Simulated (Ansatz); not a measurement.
MoW:
```cif
data_MoW
_chemical_formula_sum 'Mo1 W1'
_space_group_name_H-M_alt 'P 1'
_space_group_IT_number 1
_cell_length_a 3.14184
_cell_length_b 3.14184
_cell_length_c 3.14184
_cell_angle_alpha 90.000
_cell_angle_beta 90.000
_cell_angle_gamma 90.000
loop_
_space_group_symop_operation_xyz
  'x, y, z'
loop_
_atom_site_label
_atom_site_type_symbol
_atom_site_fract_x
_atom_site_fract_y
_atom_site_fract_z
_atom_site_occupancy
Mo1 Mo 0.00000 0.00000 0.00000 1
W1 W 0.50000 0.50000 0.50000 1
```

Relaxed with PBEsol.

### Question
Which orbitals make up the states near the Fermi level in DFT-PBEsol in the program Ansatz with PAW potentials?

### Answer
Within 0.5 eV of the Fermi level: Mo 4d 48 %, W 5d 39 %, outside the projected shells 7 %. Projections are on Löwdin-orthogonalised atomic valence shells; empty p or d shells of many metals are not among them.

### Question
Tabulate the density of states.

### Answer
States/eV per cell of 2 atoms, in 0.25 eV bins, energy from the Fermi level.

```
E (eV)  total  Mo 4d  W 5d  W 6s
------  -----  -----  ----  ----
-7.85    0.10   0.00  0.00  0.04
-7.60    0.13   0.00  0.00  0.06
-7.35    0.15   0.00  0.00  0.07
-7.10    0.18   0.00  0.00  0.08
-6.85    0.21   0.01  0.01  0.09
-6.60    0.25   0.01  0.01  0.11
-6.35    0.31   0.02  0.02  0.13
-6.10    0.53   0.12  0.08  0.17
-5.85    1.09   0.36  0.24  0.29
-5.60    1.38   0.50  0.39  0.31
-5.35    1.66   0.62  0.56  0.30
-5.10    1.91   0.73  0.69  0.32
-4.85    1.79   0.81  0.72  0.13
-4.60    2.15   1.00  0.92  0.07
-4.35    2.25   1.00  1.01  0.04
-4.10    2.11   0.87  0.93  0.03
-3.85    1.06   0.44  0.53  0.01
-3.60    1.40   0.68  0.67  0.01
-3.35    3.63   1.88  1.67  0.01
-3.10    3.74   1.85  1.78  0.02
-2.85    2.34   1.13  1.11  0.02
-2.60    2.05   1.02  0.92  0.03
-2.35    1.92   0.91  0.85  0.05
-2.10    2.80   1.25  1.22  0.11
-1.85    3.94   1.77  1.63  0.18
-1.60    2.61   1.20  1.06  0.11
-1.35    1.62   0.73  0.63  0.08
-1.10    1.05   0.45  0.38  0.06
-0.85    0.96   0.43  0.35  0.05
-0.60    0.82   0.38  0.28  0.04
-0.35    0.91   0.46  0.30  0.03
-0.10    1.07   0.58  0.35  0.02
0.15     0.91   0.41  0.38  0.02
0.40     1.36   0.57  0.65  0.02
0.65     1.81   0.73  0.95  0.02
0.90     1.86   0.82  0.95  0.02
1.15     2.06   0.94  1.05  0.02
1.40     2.32   1.10  1.16  0.01
1.65     2.38   1.15  1.16  0.01
1.90     2.76   1.35  1.34  0.01
2.15     2.39   1.21  1.13  0.01
2.40     3.84   2.37  1.37  0.01
2.65     3.28   1.82  1.26  0.02
2.90     1.88   0.75  0.94  0.04
3.15     2.98   0.70  2.03  0.09
3.40     1.89   0.58  1.02  0.07
3.65     1.36   0.45  0.67  0.08
3.90     1.26   0.40  0.58  0.11
4.15     1.12   0.37  0.49  0.10
4.40     1.03   0.35  0.44  0.09
4.65     0.99   0.34  0.41  0.09
```

Space group Pm-3m (CsCl type). The start of the workflow was typed in or built on a structure type; neither database checked (COD, Materials Project) lists it. Whether it is the stable phase at ambient conditions was not checked. The PBEsol relaxation kept the symmetry of its start; whether a distortion lowers the energy is not shown. The run is not spin-polarised. Scalar-relativistic: spin–orbit coupling is off unless named, which matters more the heavier the elements.

Potentials: the later of the program's two PAW sets.
